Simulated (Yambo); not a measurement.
Yambo input for YO$_{2}$H (space group P2_1/m, No. 11) (a = 4.301 Å, b = 3.633 Å, c = 5.961 Å, α = γ = 90.00°, β = 109.01°), on norm-conserving LDA (Quantum ESPRESSO, 84 Ry, scalar-relativistic) wavefunctions on a 4×6×4 mesh:

```
optics
chi
dipoles
kernel
FFTGvecs= 40 Ry
Chimod= "HARTREE"
NGsBlkXd= 3 Ry
% QpntsRXd
 1 | 1 |
%
% BndsRnXd
 1 | 75 |
%
GrFnTpXd= "R"
% EnRngeXd
 0.0 | 20.0 | eV
%
% DmRngeXd
 0.2 | 0.2 | eV
%
CGrdSpXd= 50
ETStpsXd= 161
% LongDrXd
 0.0 | 1.0 | 0.0 |
%
```

First lines of the file o-*.eps_q1_inv_rpa_dyson:

```
Absorption @ Q(1):   0.00000000     1.00000000     0.00000000    [q->0 direction]
#
# [ X ] Hartree size     :   51
# [GEN] GF Energies     : Slater exchange(X)+Perdew & Wang(C)
# [GEN] Green`s Function     : Retarded
#
# [GEN] Gauge     : Length
# [GEN] [r,Vnl] included     : yes
#
#    E[1] [eV]     Im(eps)     Re(eps)     Im(eps_o)     Re(eps_o)
#
     0.000000     0.575096E-5     3.852868     0.19250E-17     4.046322
     0.125000     0.002047     3.853504     0.002178     4.047000
     0.250000     0.004096     3.855413     0.004365     4.049037
     0.375000     0.006162     3.858603     0.006570     4.052441
     0.500000     0.008253     3.863087     0.008801     4.057226
     0.625000     0.010377     3.868882     0.011068     4.063411
     0.750000     0.012544     3.876014     0.013382     4.071022
     0.875000     0.014764     3.884510     0.015751     4.080090
     1.000000     0.017047     3.894407     0.018189     4.090653
     1.125000     0.019405     3.905748     0.020706     4.102757
     1.250000     0.021849     3.918581     0.023316     4.116455
     1.375000     0.024395     3.932966     0.026035     4.131809
     1.500000     0.027056     3.948967     0.028877     4.148891
     1.625000     0.029851     3.966663     0.031863     4.167783
     1.750000     0.032798     3.986141     0.035012     4.188578
     1.875000     0.035921     4.007502     0.038350     4.211386
     2.000000     0.039245     4.030861     0.041903     4.236329
     2.125000     0.042800     4.056351     0.045704     4.263550
     2.250000     0.046623     4.084123     0.049791     4.293211
     2.375000     0.050754     4.114354     0.054210     4.325501
     2.500000     0.055247     4.147246     0.059015     4.360639
     2.625000     0.060162     4.183038     0.064273     4.398877
     2.750000     0.065576     4.222007     0.070065     4.440515
     2.875000     0.071585     4.264482     0.076494     4.485903
     3.000000     0.078313     4.310855     0.083691     4.535462
     3.125000     0.085918     4.361598     0.091827     4.589697
     3.250000     0.094615     4.417286     0.101126     4.649222
     3.375000     0.104696     4.478635     0.111900     4.714801
     3.500000     0.116579     4.546543     0.124589     4.787391
     3.625000     0.130885     4.622165     0.139845     4.868222
     3.750000     0.148593     4.707015     0.158693     4.958902
     3.875000     0.171352     4.803109     0.182847     5.061568
     4.000000     0.202201     4.913112     0.215451     5.179043
```
(The file goes on to the top of the energy range.) Convergence of the RPA response with its 4×6×4 mesh was not tested.

Geometry of the Materials Project entry, not relaxed at this level.

The structure is a Materials Project entry; no match was found in the copy of COD used, and its stability was not checked.
